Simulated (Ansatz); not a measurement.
ZrPt$_{3}$ (Cu3Au type, Pm-3m) at seven volumes, PBEsol in the plane-wave PAW code Ansatz, scaled uniformly. One row is withheld.

```csv
V (Å³/atom),P (GPa)
14.526,29.66
15.004,17.98
15.483,8.20
15.962,0.00
16.441,-6.86
16.920,-12.60
17.399,?
```

Task: Fit the shown pressures and predict the withheld one.

Result: Third-order Birch–Murnaghan: P = (3/2)B₀(x^(7/2) − x^(5/2))[1 + (3/4)(B′ − 4)(x − 1)] with x = (V₀/V)^(2/3). Least squares on the six rows gives V₀ = 15.962 Å³/atom, B₀ = 249.5 GPa, B′ = 4.91. At V = 17.399, x = 0.9442 and P = -17.41 GPa. The run itself gave -17.39 GPa.

The first step of the workflow began from a Materials Project structure, measured or hypothetical; the Crystallography Open Database files this formula in space group No. 221, but the cells were not matched. Whether it is the stable phase at ambient conditions was not checked. Symmetry was held in the PBEsol relaxation; whether a distortion lowers the energy is not shown. The run is not spin-polarised. Scalar-relativistic: spin–orbit coupling is off unless named, which matters more the heavier the elements.

Potentials: the later of the program's two PAW sets.
